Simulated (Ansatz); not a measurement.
GaN:
Space group P6₃mc (No. 186); a = 3.151 Å, b = 3.151 Å, c = 15.428 Å, α = 90.00°, β = 90.00°, γ = 120.00°

```csv
atom,site,symmetry,x,y,z
Ga,2a,3m.,0.0000,0.0000,0.4998
Ga,2b,3m.,0.3333,0.6667,0.3333
Ga,2b,3m.,0.6667,0.3333,0.1666
N,2a,3m.,0.0000,0.0000,0.3746
N,2b,3m.,0.3333,0.6667,0.2081
N,2b,3m.,0.6667,0.3333,0.0414
```

Relaxed with LDA.

Decompose the optical modes at the zone centre into irreducible representations, and say which are infrared and Raman allowed.

Point group 6mm: Γ_opt = 5A1 + 6B1 + 5E1 + 6E2. Infrared: A1, E1. Raman: A1, E1, E2.

Assign frequencies (DFPT, DFT-LDA in the program Ansatz with PAW potentials; without the LO–TO term).

E2 77, E2 78, E1 123, E1 125, E2 138, B1 169, B1 169, A1 293, A1 295, B1 340, A1 548, E1 555, E2 558, E2 564, E1 567, E1 574, E2 575, B1 698, A1 706, A1 708, B1 724, B1 725 cm⁻¹.

Subscripts of B labels follow the axes of the standard setting.

Space group P6_3mc. A made-up cell: these elements were put on the sites of a structure type. Its sites differ from those of the usual phase in this space group: another stacking or structure type. The cell was relaxed with LDA under the symmetry of its start; phonons on a q-mesh show no instability.

Potentials: the later of the program's two PAW sets.
